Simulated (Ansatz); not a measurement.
Input and command of a plane-wave DFT calculation in Ansatz:

```yaml
crystal:
  lattice:
    - [-3.37034897, 3.37034897, 3.37034897]
    - [3.37034897, -3.37034897, 3.37034897]
    - [3.37034897, 3.37034897, -3.37034897]
  atoms:
    - { symbol: Sc, position: [0.5, 0.5, 0.5] }
    - { symbol: Sc, position: [0.0, 0.0, 0.5] }
    - { symbol: Sc, position: [0.0, 0.5, 0.0] }
    - { symbol: Sc, position: [0.5, 0.0, 0.0] }
    - { symbol: Al, position: [0.0, 0.0, 0.0] }
    - { symbol: Al, position: [0.5, 0.5, 0.0] }
    - { symbol: Al, position: [0.5, 0.0, 0.5] }
    - { symbol: Al, position: [0.0, 0.5, 0.5] }
basis:
  ecutwfc: 420
kpoints:
  mp_grid: { grid: [10, 10, 10] }
hamiltonian:
  xc: lda
scf:
  occupations: { method: fermi_dirac, width: 0.02 }
output:
  forces: true
  stress: true
  eigenvalues: true
```

```bash
ansatz run input.yaml --threads 1 --pin off --max-ram 2560MiB --backend cpu --events-out ev --progress --plain --runs-dir out
```

Processor: Intel(R) Xeon(R) Processor @ 2.50GHz (Skylake/Cascade Lake), 1 thread, on a host shared with other jobs.

Question: How long does it run, and how much memory does it take?

Answer: About 34 s on 1 thread of Intel(R) Xeon(R) Processor @ 2.50GHz (Skylake/Cascade Lake), on a shared host, peak memory 0.5 GiB. It solves 36 bands at 47 k points (the mesh reduced by the symmetry that the task leaves, which can be less than the crystal's) with about 3043 plane waves, in 6 SCF iterations.
